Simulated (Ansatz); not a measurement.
In$_{3}$Co:
```xyz
16
Lattice="6.7653 0.0000 0.0000 0.0000 6.7653 0.0000 0.0000 0.0000 7.0106" Properties=species:S:1:pos:R:3 pbc="T T T"
In     3.3827     0.0000     0.0000
In     3.3827     0.0000     3.5053
In     0.0000     3.3827     3.5053
In     0.0000     3.3827     0.0000
In     4.4278     4.4278     1.7956
In     2.3375     2.3375     5.2150
In     5.7202     1.0451     5.3009
In     1.0451     5.7202     1.7097
In     2.3375     2.3375     1.7956
In     4.4278     4.4278     5.2150
In     1.0451     5.7202     5.3009
In     5.7202     1.0451     1.7097
Co     5.7485     5.7485     0.0000
Co     1.0169     1.0169     0.0000
Co     4.3995     2.3658     3.5053
Co     2.3658     4.3995     3.5053
```

Relaxed with PBEsol. Special points in fractions of this cell's reciprocal vectors: Γ (0.000, 0.000, 0.000); X (0.000, 0.500, 0.000); M (0.500, 0.500, 0.000); Z (0.000, 0.000, 0.500); R (0.000, 0.500, 0.500); A (0.500, 0.500, 0.500).

List the band energies nearest the Fermi level at these points for PBEsol (plane waves, PAW; program Ansatz).

In eV from the Fermi level; about four levels below and three above (degenerate sets whole), none deeper than 8.9 eV; points with the same levels are listed once.

```json
[
 {"k": "Γ", "below": "-0.29 -0.24 -0.24 -0.09", "above": "0.81 0.87 1.53 1.53"},
 {"k": "X", "below": "-0.95 -0.95 -0.30 -0.30", "above": "0.14 0.14 0.38 0.38"},
 {"k": "M", "below": "-0.82 -0.82 -0.27 -0.27", "above": "0.60 0.60 1.60 1.60"},
 {"k": "Z", "below": "-0.97 -0.97 -0.33 -0.33", "above": "0.27 0.27 0.29 0.29"},
 {"k": "R", "below": "-0.79 -0.79 -0.23 -0.23", "above": "0.20 0.20 0.79 0.79"},
 {"k": "A", "below": "-0.86 -0.86 -0.57 -0.57", "above": "0.30 0.30 0.63 0.63"}
]
```

Space group P4_2/mnm. The first step of the workflow began from a Materials Project structure, measured or hypothetical; the Crystallography Open Database files this formula in space group No. 136, but the cells were not matched. Whether it is the stable phase at ambient conditions was not checked. The cell was relaxed with PBEsol under the symmetry of its start; whether a distortion lowers the energy is not shown. No spin polarisation was allowed. Spin–orbit coupling is left out wherever it is not named.

Potentials: the later of the program's two PAW sets.
